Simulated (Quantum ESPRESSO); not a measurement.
Ga3GeN4, a curve over strain

Simulated, not a measurement. The program is pw.x of Quantum ESPRESSO 7.5 (plane-wave density functional theory). The cell is made up: 8 atoms on a wurtzite lattice, with randomly drawn elements, strain and displacements, not relaxed. PseudoDojo standard norm-conserving files (v0.5 for PBE, v0.4.1 for LDA and PBEsol) set the functional; there is no spin polarisation, spin-orbit coupling or dispersion term, and the masses in the input are unused placeholders. A spin-polarised start on this cell or one of its family kept no moment.

Seven runs add a strain to one cell (the same along x and y); the atoms follow the cell and are not relaxed. Stress in the table is positive in tension.

Input of the run at +0.0060:

```
&control calculation='scf', pseudo_dir='./dojo.nc.sr.pbe.v0_5.standard.upf', outdir='./o', disk_io='medium', tprnfor=.true., tstress=.true. /
&system ibrav=0, nat=8, ntyp=3, nbnd=47, ecutwfc=84.00895049, nosym=.true., tot_charge=0,
 occupations='smearing', smearing='fd', degauss=0.0073498644
/
&electrons conv_thr=7.350e-09, electron_maxstep=60, /
ATOMIC_SPECIES
Ga 1.0 Ga.upf
Ge 1.0 Ge.upf
N 1.0 N.upf
CELL_PARAMETERS angstrom
3.2726 0.0046 0.0537
0.008 5.6256 0.027
0.0882 0.0257 5.2444
ATOMIC_POSITIONS angstrom
Ga 0.0256 0.2194 0.1168
Ga 1.5246 2.7784 -0.0513
Ga 1.6168 1.0699 2.6829
Ge 0.0425 3.7047 2.4745
N -0.0288 -0.0072 1.7695
N 1.6814 2.7978 1.9748
N 1.5152 0.8425 4.4567
N -0.1306 3.8619 4.6117
K_POINTS automatic
8 6 6 1 1 1
```

| added strain | free energy less that of the input shown (eV) | stress xx (GPa) | stress yy (GPa) | stress zz (GPa) | stress xy (GPa) | pressure (GPa) | iterations |
| --- | --- | --- | --- | --- | --- | --- | --- |
| -0.0220 | 0.3181 | -18.51 | -13.24 | -31.37 | -4.62 | 21.04 | 12 |
| -0.0172 | 0.2360 | -16.16 | -11.04 | -30.05 | -4.35 | 19.08 | 12 |
| -0.0079 | 0.1100 | -11.87 | -7.07 | -27.64 | -3.84 | 15.53 | 13 |
| +0.0060 | 0.0000 | -6.16 | -1.81 | -24.40 | -3.15 | 10.79 | 13 |
| +0.0128 | -0.0232 | -3.63 | 0.49 | -22.94 | -2.84 | 8.69 | 13 |
| +0.0242 | -0.0193 | 0.23 | 4.00 | -20.69 | -2.37 | 5.48 | 13 |

Question: one run is left out of the table, at +0.0161. Estimate its stress xx (GPa).

Answer: -2.46. The whole row:

```
added strain  free energy less that of the input shown (eV)  stress xx (GPa)  stress yy (GPa)  stress zz (GPa)  stress xy (GPa)  pressure (GPa)  iterations
     +0.0161                                        -0.0272            -2.46             1.55           -22.27            -2.70            7.73          13
```

A cubic fit gives a slope of stress xx against the added strain of 407 GPa at zero added strain, with the atoms clamped. Across the table the free energy follows the integral of the stress to within 1.0 meV. A rerun of one of the cells at 1437 eV and a 10 x 8 x 8 mesh moved values by no more than 0.004 eV in energy, 0.05 GPa in stress and 0.010 eV/Å in force.